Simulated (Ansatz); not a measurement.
Al (fcc (Cu type)), relaxed with r²SCAN+D4 (Ansatz, a program for electronic structure, plane waves, PAW): a = 3.975 Å, b = 3.975 Å, c = 3.975 Å, α = 90.00°, β = 90.00°, γ = 90.00°.

```
Property              Result
--------------------  ------
B₀ by P(V) fit (GPa)    95.2
K_Hill (GPa)            96.0
G_Hill (GPa)            44.5
Θ_D (K)                  525
```

**Question.** The same phase is relaxed and computed with PBEsol in the same code. What are the cell and these values now?

**Answer.** a = 4.0140 Å, b = 4.0140 Å, c = 4.0140 Å, α = 90.00°, β = 90.00°, γ = 90.00°.

B₀ by P(V) fit (GPa): 82.5
K_Hill (GPa): 82.5
G_Hill (GPa): 32.7
Θ_D (K): 454

All cells were relaxed under the symmetry of their starts (and spin orders); stability against distortions was not tested throughout.

Potentials: the earlier of the program's two PAW sets.

Ansatz is a plane-wave DFT program.
